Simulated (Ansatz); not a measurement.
Input and command of a calculation in Ansatz (plane waves; scalar-relativistic PAW potentials unless the input names others):

```yaml
crystal:
  lattice:
    - [0.0, 3.4009737544, 3.4009737544]
    - [3.4009737544, 0.0, 3.4009737544]
    - [3.4009737544, 3.4009737544, 0.0]
  atoms:
    - { symbol: Ba, position: [0.25, 0.25, 0.25] }
    - { symbol: Mg, position: [0.0, 0.0, 0.0] }
    - { symbol: F, position: [0.6254689153, 0.1235932541, 0.6254689153] }
    - { symbol: F, position: [0.6254689153, 0.6254689153, 0.1235932541] }
    - { symbol: F, position: [0.6254689153, 0.6254689153, 0.6254689153] }
    - { symbol: F, position: [0.1235932541, 0.6254689153, 0.6254689153] }
basis:
  ecutwfc: 420
kpoints:
  mp_grid: { grid: [10, 10, 10] }
hamiltonian:
  xc: pbesol
  dispersion: d3bj
scf:
  occupations: { method: gaussian, width: 0.1 }
  n_extra_bands: 8
  convergence: { dr2_threshold: 1.0e-08 }
output:
  forces: true
  eigenvalues: true
  stress: true
```

```bash
ansatz run input.yaml --threads 1 --pin off --max-ram 2560MiB --backend cpu --events-out ev --progress --plain --runs-dir out
```

Abridged log:
```
Warning: output.stress: scf.convergence.dr2_threshold = 1e-8 eV is looser than the 6e-10 eV advised for a printed stress (1e-10 eV for each atom of the cell: 6). ...
scf.n_extra_bands = 8 over 24 filled bands (N_el = 48.0): the run solves 32 bands
Pseudopotentials: kind: paw
Pseudopotential: Ba, paw, valence charge 10, recommended cutoff 420 eV (normal)
Pseudopotential: Mg, paw, valence charge 10, recommended cutoff 420 eV (normal)
Pseudopotential: F, paw, valence charge 7, recommended cutoff 420 eV (normal)
Functional definition: PBEsol
Crystal: 6 atoms, lattice volume = 78.676 Å³
Basis set: ecut = 420 eV, 1471 PW (Γ), exchange–correlation on 72×72×72 points (8 copies of the dense FFT grid, shifted against one another)
Bands: 32, of which v1, the nominal top of the filled ones, is band 24 counted from 1 (23 counted from 0)
Symmetry: 24 space group operations
Space group: F-43m (ITA 216), of the structure as read, at distance tolerance 4.3e-5 Å
k-points: 47 of 1000 (time reversal used)
Initial density: superposition of atomic densities (neutral atoms: chi_scale 0, normalization atom), corrected by the library's trained network
Initial wavefunctions: pseudopotential atomic-orbital guess
Functional: x = pbesol(κ = 0.804, μ = 0.12345679), c = pbesol(β = 0.046)
SCF iter   1: F=—  HF=-10977.746472 eV  |F-HF|=—  |Δ(HF+E_count)|=         —  Δρ=1.36e-2  dr2=8.64e-2  ethr=1.77e-3  ⟨swp⟩=9.4  Hψ=8477  notcnv=0  defer=50
SCF iter   2: F=—  HF=-10977.721499 eV  |F-HF|=—  |Δ(HF+E_count)|=   2.50e-2  Δρ=3.98e-3  dr2=8.05e-3  ethr=1.80e-4  ⟨swp⟩=2.0  Hψ=2900  notcnv=0  defer=162
SCF iter   3: F=—  HF=-10977.720138 eV  |F-HF|=—  |Δ(HF+E_count)|=   1.36e-3  Δρ=6.88e-4  dr2=1.13e-4  ethr=1.68e-5  ⟨swp⟩=2.0  Hψ=2445  notcnv=0  defer=162
SCF iter   4: F=—  HF=-10977.720170 eV  |F-HF|=—  |Δ(HF+E_count)|=   3.20e-5  Δρ=2.39e-4  dr2=3.40e-5  ethr=2.34e-7  ⟨swp⟩=2.0  Hψ=2369  notcnv=0  defer=162
SCF iter   5: F=—  HF=-10977.720174 eV  |F-HF|=—  |Δ(HF+E_count)|=   3.93e-6  Δρ=3.06e-5  dr2=6.48e-7  ethr=7.09e-8  ⟨swp⟩=2.2  Hψ=2199  notcnv=0  defer=162
SCF iter   6: F=—  HF=-10977.720175 eV  |F-HF|=—  |Δ(HF+E_count)|=   1.17e-6  Δρ=6.28e-6  dr2=1.70e-8  ethr=1.35e-9  ⟨swp⟩=2.3  Hψ=2411  notcnv=0  defer=162
SCF iter   7: F=-10977.720175 eV  HF=-10977.720175 eV  |F-HF|=1.89e-10  |Δ(HF+E_count)|=   7.25e-9  Δρ=7.01e-7  dr2=3.16e-10  ethr=2.08e-11  ⟨swp⟩=12.4  Hψ=8200  notcnv=0
SCF 1 converged in 7 iterations: F = -10977.720175 eV  dr2 = 3.16e-10
SCF converged after 7 iterations
Free energy (F): -10977.720175 eV
Harris-Foulkes:  -10977.720175 eV  (|F-HF|=1.89e-10)
Internal energy: -10977.719446 eV  (E = F + TS)
E sigma→0 (E₀):  -10977.719810 eV
Entropy (-TS):   -0.000729 eV (-0.122 meV/atom)
Fermi energy:    7.886288 eV
  E_disp       = -0.927264  (pairwise vdW)
--- Forces (eV/Å), atoms counted from 1 ---
  atom   1  Ba     0.00000000     0.00000000     0.00000000
  atom   2  Mg     0.00000000     0.00000000     0.00000000
  atom   3  F      0.00055694    -0.00055694     0.00055694
  atom   4  F      0.00055694     0.00055694    -0.00055694
  atom   5  F     -0.00055694    -0.00055694    -0.00055694
  atom   6  F     -0.00055694     0.00055694     0.00055694
--- Stress (GPa, compression-positive) ---
       -1.941764       0.000000       0.000000
        0.000000      -1.941764       0.000000
        0.000000       0.000000      -1.941764
  P = ⅓ Tr σ = -1.9418 GPa (-19.418 kbar)
```

Apart from outputs and the relaxation, which only the reference makes, the input differs from a reference run on usual settings in scf.n_extra_bands: not typed → 8; hamiltonian.dispersion: not typed → "d3bj"; scf.convergence.dr2_threshold: not typed → 1e-08. The reference, at the same geometry, ended its own course with pressure -0.04 GPa, largest force 0.000 eV/Å, no gap on the mesh. This run converged in 7 SCF iterations with an energy at zero smearing 155 meV/atom below the reference's (the Hamiltonian itself differs), pressure -1.94 GPa, largest force 0.001 eV/Å, no gap on the mesh.

The run took 17 s on 1 thread of Arm Neoverse V1 (shared host), peak memory 0.33 GiB.